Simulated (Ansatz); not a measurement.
ZnS:
```xyz
2
Lattice="0.0000 2.6945 2.6945 2.6945 0.0000 2.6945 2.6945 2.6945 0.0000" Properties=species:S:1:pos:R:3 pbc="T T T"
S      4.0418     4.0418     4.0418
Zn     0.0000     0.0000     0.0000
```

Relaxed with r²SCAN.

Map the electron localisation function on the plane through (0.750, 0.750, 0.750) spanned by u = [1, 0, 0] and v = [-1, 1, 1] in lattice vectors, from r²SCAN (plane waves, PAW; program Ansatz).

x is the fraction of u, y of v (the angle between them is 90°; rows are the nearest grid lines); atoms in the plane: S at (0.00, 0.00), Zn at (0.50, 0.25).
```
|  =%@@#=:..:=#@@%=  |
| .+%@%#=:..:=#%@%+. |
|=+#%%%*=.  .=*%%%#+=|
|@@@%#*=:    :=*#%@@@|
|@@%#*=:.    .:=*#%@@|
|%##*=:.      .:=*##%|
|*++-:.        .:-++*|
|--:.            .:--|
|..                ..|
|                    |
|                    |
|        ....        |
|      ........      |
|     ..........     |
|    ............    |
|......:.    .:......|
|--::...      ...::--|
|*+=-...      ...-=+*|
|%##+:..      ..:+##%|
|@@@%=:.      .:=%@@@|
|@@@@#-:.    .:-#@@@@|
|=*%@@%+:....:+%@@%*=|
| .*@@@#-....-#@@@*. |
|  =%@@#=:..:=#@@%=  |
```
Scale: ten equal steps from 0.000 (start of ' ') to 0.890 (end of '@'), in the order ' .:-=+*#%@'; x runs from 0.000 to 1.00, y from 0.000 (bottom) to 1.00 (top).

The density is the valence pseudo-density with augmentation charge, so density and ELF within about 1 Å of a nucleus are not all-electron values.

Space group F-43m (zinc blende). Symmetry was held in the r²SCAN relaxation.

Potentials: the later of the program's two PAW sets.
